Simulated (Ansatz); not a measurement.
Structure relaxation, Sr(AsO$_{3}$)$_{2}$

The start is a relaxed Sr(AsO3)2 cell shaken by Gaussian noise of σ = 0.08 Å a coordinate. A full variable-cell relaxation at zero pressure is run with r2SCAN (plane waves to 500 eV, PAW, scalar-relativistic; Ansatz, a quantum-chemistry and plane-wave program). First-step values are on the input's coarse k-mesh.

Ansatz input (later rounds restart from its end on a renewed k-mesh):
Ansatz 0.2 input:
```yaml
crystal:
  lattice:
    - [4.8712391552, 0, 0]
    - [-2.4356195776, 4.2186168563, 0]
    - [0, 0, 5.4605179398]
  atoms:
    - { symbol: Sr, position: [0.0292907689, -0.0018168032, 0.0070802842] }
    - { symbol: As, position: [0.3241373334, 0.6509586781, 0.4932964937] }
    - { symbol: As, position: [0.6602710295, 0.3211399503, 0.507017259] }
    - { symbol: O, position: [-0.0253010676, 0.6085796828, 0.6937783043] }
    - { symbol: O, position: [-0.0228118811, 0.3723545398, 0.3019166934] }
    - { symbol: O, position: [0.4092708954, 0.3853680387, 0.7003834317] }
    - { symbol: O, position: [0.622598417, 0.6444829698, 0.289690432] }
    - { symbol: O, position: [0.5980351963, -0.0012816528, 0.7016058167] }
    - { symbol: O, position: [0.4057183662, 0.0235790721, 0.3062055158] }
basis: { ecutwfc: 500, ecutrho_ratio: 4, xc_grid: 4, fft_grid_basis: typed }
kpoints: { mp_grid: { grid: [6, 6, 4] } }
hamiltonian:
  xc: r2scan
  dispersion: none
  pseudopotentials: { kind: paw }
scf: { occupations: { method: fermi_dirac, width: 0.05 } }
relax: { f_tol: 0.01, max_steps: 100, cell: { stress_tol: 0.02 } }
output: { forces: true, stress: true }
```

```json
{
 "energy_released": "0.11 eV/atom",
 "relative_to_the_parent": "It returns to the parent structure, P-31m (No. 162)",
 "Shortest distances (start → end)": "The closest pairs of elements (up to four, under 3.6 Å), start → end: As–O 1.74 → 1.84 Å; O–O 2.38 → 2.37 Å; O–Sr 2.41 → 2.52 Å; As–As 2.80 → 2.81 Å",
 "band_gap_at_the_end": "4.41 eV, indirect (valence top at k = (0.125, 0.25, 0), conduction bottom at Γ) (no spin-orbit coupling)",
 "optimiser_moves": "8"
}
```

The end point of the relaxation:

Space group P-31m (No. 162); a = 4.8713 Å, b = 4.8713 Å, c = 5.4606 Å, α = 90.00°, β = 90.00°, γ = 120.00°

| atom | site | symmetry | x | y | z |
|---|---|---|---|---|---|
| Sr | 1a | -3.m | 0.0000 | 0.0000 | 0.0000 |
| As | 2d | 3.2 | 0.3333 | 0.6667 | 0.5000 |
| O | 6k | ..m | 0.3829 | 0.3829 | 0.6900 |

Final values are on a 8×8×6 k-mesh of the relaxed cell. No spin polarisation in the result.

The cell that was disturbed is our relaxation of an entry of Materials Project.
